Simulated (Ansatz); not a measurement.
Input:

Starting cell, GaP (zinc blende):

```
GaP
1.0
    0.00000     2.75302     2.75302
    2.75302     0.00000     2.75302
    2.75302     2.75302     0.00000
P Ga
1 1
Direct
  0.75000   0.75000   0.75000
  0.00000   0.00000   0.00000
```

A phonon eigenvector at Γ is frozen into this cell: atom i moves by Q times the vector below, so Q is the largest atomic displacement, in Å. The cell is held. It is one choice among 3 degenerate patterns.

```json
[
 {"atom": "P1", "x": "0.000", "y": "0.000", "z": "1.000"},
 {"atom": "Ga2", "x": "0.000", "y": "0.000", "z": "-0.444"}
]
```

Calculation: PBE (plane waves to 420 eV, PAW, scalar-relativistic; Ansatz, a quantum-chemistry and plane-wave program). k mesh 10×10×10 (Γ-centred), Fermi-Dirac smearing 0.05 eV. Energies are smeared free energies. GaP was relaxed with its symmetry unable to fall. ΔE is measured from the undisplaced structure.

The scan covers Q from -0.180 to 0.180 Å in 13 points.

Task: Which space group does the distorted structure have?

Result: Imm2 (No. 44), lowered from F-43m.

Task: Is the energy the same for equal positive and negative displacements?

Result: Even: the same for both signs.

Task: What is the energy change at Q = 0.180 Å?

Result: 308 meV/cell.

Task: What harmonic wavenumber does the curvature at Q = 0 give?

Result: 345 cm⁻¹.

(For displaced atoms, the force is minus the slope of the energy, and its curvature is a force constant, which sets phonon frequencies.)
